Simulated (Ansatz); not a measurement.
NbRu (rock salt, Fm-3m) at seven volumes, plane-wave PAW r²SCAN (Ansatz code), scaled uniformly. One row is withheld.

```
V (Å³/atom)  P (GPa)
-----------  -------
15.667         23.15
16.184         14.16
16.700          6.51
17.217          0.00
17.733         -5.55
18.250             ?
18.766        -14.31
```

**Question.** Fit the shown pressures and predict the withheld one.

**Answer.** P = (3/2)B₀(x^(7/2) − x^(5/2))[1 + (3/4)(B′ − 4)(x − 1)] with x = (V₀/V)^(2/3). Least squares on the six rows gives V₀ = 17.217 Å³/atom, B₀ = 200 GPa, B′ = 4.33. At V = 18.250, x = 0.9619 and P = -10.27 GPa. The run itself gave -10.28 GPa.

The start of the workflow was typed in or built on a structure type; neither database checked (COD, Materials Project) lists it. COD files the formula under space group No. 123, 221, so this cell is another polymorph or a model. Its standing as an ambient phase is unchecked. The r²SCAN relaxation kept the symmetry of its start. At this level the phase is mechanically unstable. No spin polarisation was allowed. Its formation energy is positive at this level, so the cell may be metastable or incomplete.

Potentials: the earlier of the program's two PAW sets.
